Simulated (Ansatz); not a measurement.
ZrTiB4 in space group Pmmm (No. 47; Ti on 1a, B on 2t, B on 2r, Zr on 1d) under volume change, r²SCAN in the plane-wave PAW code Ansatz, shape and atoms relaxed at each volume.

```tsv
V (Å³/atom)	E − E(relaxed) (meV/atom)	P (GPa)
8.608	68.8	27.95
8.892	29.0	17.22
9.176	6.9	7.97
9.460	0.0	0.00
9.743	6.2	-6.88
10.027	23.8	-12.82
10.311	51.2	-17.94
```

Problem. What does a third-order Birch–Murnaghan fit give for V₀, B₀ and B′?

Solution. V₀ = 9.46 Å³/atom, B₀ = 246 GPa, B′ = 3.9.

The start of the workflow was typed in or built on a structure type; neither database checked (COD, Materials Project) lists it. Whether it is the stable phase at ambient conditions was not checked. Symmetry was held in the r²SCAN relaxation; whether a distortion lowers the energy is not shown. No spin polarisation was allowed.

Potentials: the earlier of the program's two PAW sets.
